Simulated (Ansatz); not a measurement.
Rb2YAgF6:
```
CELL_PARAMETERS angstrom
      0.00000     4.55255     4.55255
      4.55255     0.00000     4.55255
      4.55255     4.55255     0.00000
ATOMIC_POSITIONS crystal
  Rb 0.75000 0.75000 0.75000
  Rb 0.25000 0.25000 0.25000
  Y  0.50000 0.50000 0.50000
  Ag 0.00000 0.00000 0.00000
  F  0.73654 0.26346 0.26346
  F  0.26346 0.73654 0.73654
  F  0.26346 0.73654 0.26346
  F  0.73654 0.26346 0.73654
  F  0.26346 0.26346 0.73654
  F  0.73654 0.73654 0.26346
```

Relaxed with r²SCAN.

**Question.** Map the electron localisation function on the plane through (0.750, 0.750, 0.750) spanned by u = [1, 0, 0] and v = [-1, 1, 1] in lattice vectors, from DFT-r²SCAN in the program Ansatz with PAW potentials.

**Answer.** x is the fraction of u, y of v (the angle between them is 90°; rows are the nearest grid lines); atoms in the plane: Rb at (0.00, 0.00), Rb at (0.00, 0.50), Y at (0.50, 0.75), Ag at (0.50, 0.25), F at (0.50, 0.51), F at (0.50, 0.99).
```
|006999720026898656898620027999600|
|789998510025799878997520015999987|
|999997300014688999886410003799999|
|888630000000001111100000000036888|
|100000000001479999974100000000001|
|000000000004999767999400000000000|
|000000000015998535899510000000000|
|000000000003799999997300000000000|
|553100000000024555420000000001355|
|999974100001245666542100001479999|
|999997300014688999886410003799999|
|137999710026898646898620017999731|
|137999720015799888997510027999731|
|999997400001235666532100004799999|
|999974100000000111000000001479999|
|553100000001122333221100000002355|
|000000000012356777653210000000000|
|000000000013567999765310000000000|
|000000000012467888764210000000000|
|100000000011235565532110000000001|
|888631000000000010000000000136888|
|999997400001235666532100004799999|
|789999610003578999875300016999987|
|006999720026898656898620027999600|
```
Scale: ten equal steps from 0.002 (start of '0') to 0.881 (end of '9'), in the order '0123456789'; x runs from 0.000 to 1.00, y from 0.000 (bottom) to 1.00 (top).

The density is the valence pseudo-density with augmentation charge, so density and ELF within about 1 Å of a nucleus are not all-electron values.

Space group Fm-3m. The first step of the workflow began from a Materials Project structure, measured or hypothetical; the Crystallography Open Database copy checked does not list it. Whether it is the stable phase at ambient conditions was not checked. The r²SCAN relaxation kept the symmetry of its start; whether a distortion lowers the energy is not shown. No spin polarisation was allowed.

Potentials: the later of the program's two PAW sets.
